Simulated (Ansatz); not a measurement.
Here is an unrelaxed guess for TaNb₃F₂.

```
CELL_PARAMETERS angstrom
3.09179 0.00000 0.00000
0.00000 3.09179 0.00000
0.00000 0.00000 11.50517
ATOMIC_POSITIONS crystal
Ta 0.00000 0.00000 0.00000
Nb 0.00000 0.00000 0.66477
Nb 0.00000 0.00000 0.33523
Nb 0.50000 0.50000 0.50000
F 0.50000 0.50000 0.86814
F 0.50000 0.50000 0.13186
```

Computed with DFT PBE, scalar-relativistic, plane waves, PAW (Ansatz). Plane waves to 420 eV, a k mesh through Γ of 6×6×2 on the computed 6-atom cell and Gaussian smearing (0.10 eV); collinear spin from starting moments 1.0 0.0 0.0 0.0 0.0 0.0 μB.

Formation energies are uncorrected and refer to the elements' standard structures at the same level (F₂ as a molecule).

Q: Estimate its pressure, forces and energy as it stands.

A: The pressure is -11.0 GPa (the mean over three directions, positive in compression), the largest force is 0.64 eV/Å, and the energy is +0.03 eV/atom against the elements. The shortest distance is 2.66 Å.

Q: How much does it gain on relaxing, and where does it end?

A: Relaxing gains about 0.16 eV/atom (the start's value is from the coarse mesh, so the gain is rough) in 16 ionic steps and ends at −0.13 eV/atom on the finer mesh. The symmetry stays P4/mmm (No. 123). The volume per atom shrinks by 13.0 %, from 18.3 to 15.9 Å³. The shortest distance goes from 2.66 Å (Ta–F) to 2.33 Å (F–F). The ratio c/a of the conventional cell changes by a factor of 0.85. Conventional cell: a = 3.114 Å, c = 9.865 Å. Around Ta lie 8 F at 2.49 Å, 4 Ta at 3.11 Å and 2 Nb at 3.23 Å; Nb on a site of symmetry 4mm has 4 Nb at 2.78 Å, 4 F at 3.02 Å, 4 Nb at 3.11 Å, 1 Ta at 3.23 Å and 1 Nb at 3.40 Å; F has 1 F at 2.33 Å, 4 Ta at 2.49 Å and 4 Nb at 3.02 Å; 1 more site not described.

The last run used a 12×12×4 mesh (in the run's order of axes) for its 6-atom cell and Gaussian smearing of 0.10 eV. These runs have no spin–orbit coupling, which can matter for Ta. The cell is a metal run without spin; a magnetic state may lie lower. The relaxation can't lower the symmetry of the start. Symmetry constrained the relaxation, so the result can be a saddle point.
